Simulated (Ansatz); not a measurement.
Trial structure of ZnSe₃, not yet relaxed:

```cif
data_structure
_symmetry_space_group_name_H-M 'Pm-3m'
_symmetry_Int_Tables_number 221
_cell_length_a 4.5692
_cell_length_b 4.5692
_cell_length_c 4.5692
_cell_angle_alpha 90.000
_cell_angle_beta 90.000
_cell_angle_gamma 90.000
_cell_volume 95.39
loop_
_atom_site_label
_atom_site_type_symbol
_atom_site_symmetry_multiplicity
_atom_site_Wyckoff_symbol
_atom_site_fract_x
_atom_site_fract_y
_atom_site_fract_z
_atom_site_occupancy
Zn1 Zn 1 a 0.00000 0.00000 0.00000 1
Se1 Se 3 c 0.50000 0.00000 0.50000 1
```

Level of theory: DFT PBE, scalar-relativistic, plane waves, PAW (Ansatz). Cutoff 420 eV; k points 4×4×4 on the computed 4-atom cell (Γ-centred); Gaussian smearing, width 0.10 eV; no spin polarisation.

The zero of energy is the elements' standard structures at the same level; no fitted shifts are applied.

Problem. What does a single point on this coarse mesh give?

Solution. The pressure is -6.9 GPa (it wants to contract), the largest force is 0.00 eV/Å (symmetry fixes the atoms), and the energy is +0.60 eV/atom against the elements. The shortest distance is 3.23 Å.

Problem. How much does it gain on relaxing, and where does it end?

Solution. Relaxing gains about 0.11 eV/atom (the start's value is from the coarse mesh, so the gain is rough) in 8 ionic steps and ends at +0.49 eV/atom on the finer mesh. The symmetry stays Pm-3m (No. 221). The volume per atom shrinks by 15.1 %, from 23.8 to 20.2 Å³. The shortest distance goes from 3.23 Å (Zn–Se and Se–Se) to 3.06 Å (Zn–Se and Se–Se). Conventional cell: a = 4.327 Å. Around Zn lie 12 Se at 3.06 Å; Se is surrounded by 4 Zn at 3.06 Å and 8 Se at 3.06 Å.

The last run used a 12×12×12 mesh for its 4-atom cell and Gaussian smearing of 0.10 eV. The cell is a metal run without spin; a magnetic state may lie lower. The reference form of Se is held partly by dispersion forces, which this level lacks. The relaxation can't lower the symmetry of the start. Symmetry constrained the relaxation, so the result can be a saddle point. Another cell of ZnSe3 relaxed alike, in P6_3/mmc, lies 0.43 eV/atom lower, so this cell isn't the stable form at this level.
